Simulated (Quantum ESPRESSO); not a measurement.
# Computed records: Ga₄As₃C (made-up cell)

Calculation on a made-up crystal cell, not a measurement: periodic Kohn-Sham density functional theory in plane waves with PseudoDojo standard norm-conserving scalar-relativistic pseudopotentials, each functional with its own files (v0.5 for PBE, v0.4.1 for LDA and PBEsol), no spin polarisation, no spin-orbit coupling, atoms not relaxed, stress positive in tension, energies less a fixed whole-eV offset for each atom's element; levels are Kohn-Sham levels at fractions of this cell's reciprocal vectors, counted from the reference band (half the neutral cell's valence electrons, rounded up) at Gamma; error bars cover cutoff and k-mesh only, not smearing or the files; added strain carries the atoms with the cell, and shear is the tensor component; each bar is the largest change over components, and at least 0.002 eV, 0.002 eV per angstrom or 0.02 GPa; energies are for the whole cell, and the offsets were chosen from early runs and are not element reference energies. Program: Quantum ESPRESSO 7.5.

Common to all runs: lattice type zincblende/diamond; functional pbe; cutoff 1143 eV; fermi dirac smearing 0.1 eV; scf tolerance 1e-07 eV; electrons removed 0; k mesh 6 x 6 x 6, shifted by half a step.

(1) Ga₄As₃C (made-up cell)

```
Ga4As3C
1.0
      5.9291    -0.0265    -0.0377
     -0.0265     5.8735    -0.0009
     -0.0377    -0.0009     5.9198
Ga C As
4 1 3
Direct
  0.00441 0.00841 0.00631
  0.01273 0.49577 0.49666
  0.51153 -0.00506 0.49669
  0.47995 0.49916 -0.00874
  0.25434 0.24004 0.25313
  0.25790 0.73536 0.74843
  0.73616 0.24179 0.74164
  0.73592 0.74489 0.24616
```

* free energy less offsets: 0.6082 eV
* smearing term minus ts: -0.1282 eV
* scf iterations: 11
* pressure: -7.49 GPa
* stress xx: 7.822 GPa
* stress yy: 7.201 GPa
* stress zz: 7.447 GPa
* stress yz: -0.1915 GPa
* stress xz: -1.069 GPa
* stress xy: -0.184 GPa
* fermi level: -0.4395 eV
* reference band: 51
* error bar energy: 0.002193 eV
* error bar stress: 0.02 GPa
* error bar force: 0.002 eV/Å
* error bar next band up: 0.002 eV
* error bar fermi level: 0.002 eV
* error bars from: tighter rerun of a related cell

Atoms:
```tsv
atoms element	atom site	atom energy offset (eV)
Ga	1	-2080
Ga	2	-2080
Ga	3	-2080
Ga	4	-2080
C	5	-163
As	6	-2887
As	7	-2887
As	8	-2887
```

Forces:
```tsv
site	x (eV/Å)	y (eV/Å)	z (eV/Å)
1	0.7324	0.5737	0.7374
2	0.1904	-0.9974	-0.9376
3	-1.343	0.4786	-0.8946
4	0.002126	-1.422	1.277
5	-0.2572	-0.001717	-0.2241
6	-0.6563	1.034	-0.3127
7	0.7018	0.5274	0.4884
8	0.6299	-0.1931	-0.134
```

Levels:
```tsv
level k point	next band up (eV)
Gamma	0.09894
(1/2,1/2,1/2)	0.07542
(0.15,0,0)	0.6646
(0,0.15,0)	0.6978
(0,0,0.15)	0.6818
```

(2) Ga₄As₃C (made-up cell)

```
Ga4As3C
1.0
      5.9291    -0.0265    -0.0377
     -0.0265     5.8735    -0.0009
     -0.0377    -0.0009     5.9198
Ga C As
4 1 3
Direct
  0.00441 0.00841 0.00631
  0.01273 0.49577 0.49666
  0.51153 -0.00506 0.49669
  0.47995 0.49916 -0.00874
  0.25434 0.24004 0.25313
  0.25794 0.74569 0.74844
  0.73616 0.24179 0.74164
  0.73592 0.74489 0.24616
```

* free energy less offsets: 0.5594 eV
* smearing term minus ts: -0.1286 eV
* scf iterations: 12
* pressure: -7.615 GPa
* stress xx: 7.945 GPa
* stress yy: 7.298 GPa
* stress zz: 7.601 GPa
* stress yz: -0.2273 GPa
* stress xz: -0.8427 GPa
* stress xy: -0.255 GPa
* fermi level: -0.4285 eV
* reference band: 51
* error bar energy: 0.002193 eV
* error bar stress: 0.02 GPa
* error bar force: 0.002 eV/Å
* error bar next band up: 0.002 eV
* error bar fermi level: 0.002 eV
* error bars from: tighter rerun of a related cell

Atoms:
```tsv
atoms element	atom site	atom energy offset (eV)
Ga	1	-2080
Ga	2	-2080
Ga	3	-2080
Ga	4	-2080
C	5	-163
As	6	-2887
As	7	-2887
As	8	-2887
```

Forces:
```tsv
site	x (eV/Å)	y (eV/Å)	z (eV/Å)
1	0.6962	0.6217	0.7633
2	0.2814	-0.8927	-0.855
3	-1.284	0.5408	-0.9418
4	-0.1365	-1.269	1.129
5	-0.2607	0.03706	-0.2209
6	-0.6262	0.5757	-0.2304
7	0.7016	0.5716	0.487
8	0.6284	-0.1852	-0.1316
```

Levels:
```tsv
level k point	next band up (eV)
Gamma	0.1015
(1/2,1/2,1/2)	0.08174
(0.15,0,0)	0.6744
(0,0.15,0)	0.7089
(0,0,0.15)	0.6931
```

(3) Ga₄As₃C (made-up cell)

```
Ga4As3C
1.0
      5.9291    -0.0265    -0.0377
     -0.0265     5.8735    -0.0009
     -0.0377    -0.0009     5.9198
Ga C As
4 1 3
Direct
  0.00441 0.00841 0.00631
  0.01273 0.49577 0.49666
  0.51153 -0.00506 0.49669
  0.47995 0.49916 -0.00874
  0.25434 0.24004 0.25313
  0.25796 0.75013 0.74844
  0.73616 0.24179 0.74164
  0.73592 0.74489 0.24616
```

- free energy less offsets: 0.5469 eV
- smearing term minus ts: -0.1287 eV
- scf iterations: 12
- pressure: -7.654 GPa
- stress xx: 7.977 GPa
- stress yy: 7.336 GPa
- stress zz: 7.649 GPa
- stress yz: -0.2415 GPa
- stress xz: -0.7495 GPa
- stress xy: -0.2849 GPa
- fermi level: -0.4231 eV
- reference band: 51
- error bar energy: 0.002193 eV
- error bar stress: 0.02 GPa
- error bar force: 0.002 eV/Å
- error bar next band up: 0.002 eV
- error bar fermi level: 0.002 eV
- error bars from: tighter rerun of a related cell

Atoms:
```tsv
atoms element	atom site	atom energy offset (eV)
Ga	1	-2080
Ga	2	-2080
Ga	3	-2080
Ga	4	-2080
C	5	-163
As	6	-2887
As	7	-2887
As	8	-2887
```

Forces:
```tsv
site	x (eV/Å)	y (eV/Å)	z (eV/Å)
1	0.6777	0.6453	0.7772
2	0.3163	-0.8504	-0.8237
3	-1.256	0.5705	-0.9658
4	-0.1901	-1.207	1.073
5	-0.262	0.0537	-0.2194
6	-0.6163	0.3793	-0.1971
7	0.7018	0.5905	0.4867
8	0.6284	-0.1819	-0.1305
```

Levels:
```tsv
level k point	next band up (eV)
Gamma	0.1032
(1/2,1/2,1/2)	0.0845
(0.15,0,0)	0.6787
(0,0.15,0)	0.7124
(0,0,0.15)	0.6979
```

(4) Ga₄As₃C (made-up cell)

```
Ga4As3C
1.0
      5.9291    -0.0265    -0.0377
     -0.0265     5.8735    -0.0009
     -0.0377    -0.0009     5.9198
Ga C As
4 1 3
Direct
  0.00441 0.00841 0.00631
  0.01273 0.49577 0.49666
  0.51153 -0.00506 0.49669
  0.47995 0.49916 -0.00874
  0.25434 0.24004 0.25313
  0.25800 0.75805 0.74844
  0.73616 0.24179 0.74164
  0.73592 0.74489 0.24616
```

- stress yy: withheld

Atoms:
```tsv
atoms element	atom site	atom energy offset (eV)
Ga	1	-2080
Ga	2	-2080
Ga	3	-2080
Ga	4	-2080
C	5	-163
As	6	-2887
As	7	-2887
As	8	-2887
```

(5) Ga₄As₃C (made-up cell)

```
Ga4As3C
1.0
      5.9291    -0.0265    -0.0377
     -0.0265     5.8735    -0.0009
     -0.0377    -0.0009     5.9198
Ga C As
4 1 3
Direct
  0.00441 0.00841 0.00631
  0.01273 0.49577 0.49666
  0.51153 -0.00506 0.49669
  0.47995 0.49916 -0.00874
  0.25434 0.24004 0.25313
  0.25804 0.76677 0.74844
  0.73616 0.24179 0.74164
  0.73592 0.74489 0.24616
```

- stress yz: withheld

Atoms:
```tsv
atoms element	atom site	atom energy offset (eV)
Ga	1	-2080
Ga	2	-2080
Ga	3	-2080
Ga	4	-2080
C	5	-163
As	6	-2887
As	7	-2887
As	8	-2887
```

## Withheld values
1. Estimate the stress yy of Ga₄As₃C (made-up cell) (entry 4).
2. Give the table of levels values for Ga₄As₃C (made-up cell) (entry 4).
3. Give the missing stress yz for Ga₄As₃C (made-up cell) (entry 5).

Calculated values
1. 7.398 GPa
2. 
Levels:
```tsv
level k point	next band up (eV)
Gamma	0.1045
(1/2,1/2,1/2)	0.08647
(0.15,0,0)	0.6836
(0,0.15,0)	0.7144
(0,0,0.15)	0.7039
```
3. -0.2876 GPa

Further results for Ga₄As₃C (made-up cell) (entry 4):

- free energy less offsets: 0.5373 eV
- smearing term minus ts: -0.1291 eV
- scf iterations: 12
- pressure: -7.704 GPa
- stress xx: 8.005 GPa
- stress zz: 7.708 GPa
- stress yz: -0.2648 GPa
- stress xz: -0.5877 GPa
- stress xy: -0.3372 GPa
- fermi level: -0.4153 eV
- reference band: 51
- error bar energy: 0.002193 eV
- error bar stress: 0.02 GPa
- error bar force: 0.002 eV/Å
- error bar next band up: 0.002 eV
- error bar fermi level: 0.002 eV
- error bars from: tighter rerun of a related cell

Forces:
```tsv
site	x (eV/Å)	y (eV/Å)	z (eV/Å)
1	0.6403	0.6917	0.8063
2	0.3726	-0.7803	-0.7741
3	-1.2	0.6276	-1.014
4	-0.2776	-1.103	0.9811
5	-0.2641	0.08324	-0.2165
6	-0.6023	0.03265	-0.1401
7	0.7027	0.6242	0.4861
8	0.6285	-0.176	-0.1287
```

Further results for Ga₄As₃C (made-up cell) (entry 5):

* free energy less offsets: 0.5453 eV
* smearing term minus ts: -0.1295 eV
* scf iterations: 12
* pressure: -7.727 GPa
* stress xx: 7.991 GPa
* stress yy: 7.457 GPa
* stress zz: 7.734 GPa
* stress xz: -0.4134 GPa
* stress xy: -0.3927 GPa
* fermi level: -0.4144 eV
* reference band: 51
* error bar energy: 0.002193 eV
* error bar stress: 0.02 GPa
* error bar force: 0.002 eV/Å
* error bar next band up: 0.002 eV
* error bar fermi level: 0.002 eV
* error bars from: tighter rerun of this cell

Forces:
```tsv
site	x (eV/Å)	y (eV/Å)	z (eV/Å)
1	0.5923	0.749	0.845
2	0.4262	-0.7112	-0.728
3	-1.131	0.6964	-1.076
4	-0.3625	-0.999	0.8939
5	-0.266	0.1156	-0.2132
6	-0.5917	-0.3424	-0.08056
7	0.7041	0.661	0.4856
8	0.6287	-0.1696	-0.1268
```

Levels:
```tsv
level k point	next band up (eV)
Gamma	0.09819
(1/2,1/2,1/2)	0.07937
(0.15,0,0)	0.6801
(0,0.15,0)	0.705
(0,0,0.15)	0.7014
```
